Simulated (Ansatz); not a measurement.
Values for one crystal, relaxed and computed with the program Ansatz at the r²SCAN level (PAW); other levels are named.

```yaml
volume_per_atom: 22.86 Å³
band_gap: 1.49 eV (indirect)
conduction_band_minimum: on the D2–A line, 56 % of the way from D2 (k = 0.112, 0.115, -0.500) (2 equivalent valleys)
valence_band_maximum: off the standard path, at k = (0.130, -0.130, 0.422)
smallest_direct_gap_on_the_standard_path: 1.86 eV
Formation energy from the elements (no fitted shifts): -0.44 eV/atom
```

**Question.** Which compound is it?
A. CsGdS2, R-3m (Cs on 3a, Gd on 3b, S on 6c)
B. GePdS3, C2/m (Pearson symbol mS20)
C. K3NaS2O8, P-3m1 (Pearson symbol hP14)
D. Rb2WO2F4, C2/m (Rb on 4i, W on 2a, O on 4i, F on 8j)

**Answer.** B, GePdS3, C2/m (Pearson symbol mS20)

The workflow started from a Materials Project entry (that database holds measured and hypothetical structures alike); the Crystallography Open Database copy checked does not list it. Its standing as an ambient phase is unchecked. The r²SCAN relaxation kept the symmetry of its start; whether a distortion lowers the energy is not shown. No spin polarisation was allowed. A crystal of weakly bound chains computed without a dispersion correction: the cell and the soft elastic constants depend strongly on that. The references are the lowest solids computed at this level, not always the standard phases. Scalar-relativistic: spin–orbit coupling is off unless named, which matters more the heavier the elements.

Potentials: the later of the program's two PAW sets.
